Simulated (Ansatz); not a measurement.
Ge3N4 in space group P31c (No. 159; Pearson symbol hP28), DFT-PBE in the program Ansatz with PAW potentials, all energies at zero smearing, with the estimated change up to a 700 eV cutoff added, with one set of potentials and settings (totals compare only within such a set). Cell of 28 atoms (12 Ge, 16 N): -57684.200 eV.

```tsv
element	reference phase	E (eV/atom)
Ge	Fd-3m, 2 atoms in the cell	-4294.9847
N	Pa-3, 8 atoms in the cell	-384.0325
```

Formation energy per atom, worked out: (-57684.200 − 12×(-4294.9847) − 16×(-384.0325))/28 = 0.005 eV/atom (0 kJ per mol of atoms), at 0 K, without zero-point energy or fitted corrections.

The first step of the workflow began from a Materials Project structure, measured or hypothetical; the Crystallography Open Database copy checked does not list it. Whether it is the stable phase at ambient conditions was not checked. Symmetry was held in the PBE relaxation; its stability against distortions is not shown here. The references are the lowest solids computed at this level, not always the standard phases (solids in place of the gases).

Potentials: the later of the program's two PAW sets.
